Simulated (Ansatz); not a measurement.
V (bcc, W type), conventional cell a = b = c = 2.985 Å, α = β = γ = 90.00°. The calculation uses the primitive cell of 1 atom, to which meshes and values per cell refer.

Grid over V/V₀ and (c/a)/(c/a)₀, subscript 0 meaning the relaxed cell; the conventional c axis lies along z; no internal relaxation.

The numbers are results of r2SCAN (plane waves to 500 eV, PAW, scalar-relativistic; Ansatz, an electronic-structure program), not measurements. k mesh 22×22×22 (Γ-centred), Fermi-Dirac smearing 0.05 eV. Compression counts positive. With partly filled bands, the response to shear is sensitive to the k mesh, so small differences along c/a are uncertain. The PAW data are Ansatz's earlier set. V is run without spin polarisation. V was relaxed with its symmetry unable to fall. The last digit holds for this mesh only.

Changes of σxx (GPa) from the point V/V₀ = 1.000, (c/a)/(c/a)₀ = 1.000 when one coordinate moves alone (two changes are said to add if the coupling is within 5 % of the smaller one, nearly so within 20 %):

```csv
point,change
"V/V₀ = 1.000, (c/a)/(c/a)₀ = 0.960",-1.54
"V/V₀ = 1.000, (c/a)/(c/a)₀ = 0.980",-0.81
"V/V₀ = 0.920, (c/a)/(c/a)₀ = 1.000",18.66
"V/V₀ = 0.960, (c/a)/(c/a)₀ = 1.000",8.47
"V/V₀ = 1.040, (c/a)/(c/a)₀ = 1.000",-7.03
"V/V₀ = 1.080, (c/a)/(c/a)₀ = 1.000",-12.85
"V/V₀ = 1.000, (c/a)/(c/a)₀ = 1.020",0.85
"V/V₀ = 1.000, (c/a)/(c/a)₀ = 1.040",1.70
```

What is the change at V/V₀ = 0.960, (c/a)/(c/a)₀ = 1.040, where both move, and how far is it from the sum?

The sum of the single changes is 8.47 + (1.70) = 10.17; the calculation gives 10.41, so the coupling contributes 0.24 (under 20 % of the smaller single change, nearly additive).

What is the change at V/V₀ = 1.080, (c/a)/(c/a)₀ = 0.960, where both move, and how far is it from the sum?

The sum of the single changes is -12.85 + (-1.54) = -14.39; the calculation gives -14.04, so the coupling contributes 0.35 (over 20 % of the smaller single change, not additive).

(Under strain, the slope of the energy per volume gives the stress and its curvature an elastic modulus.)
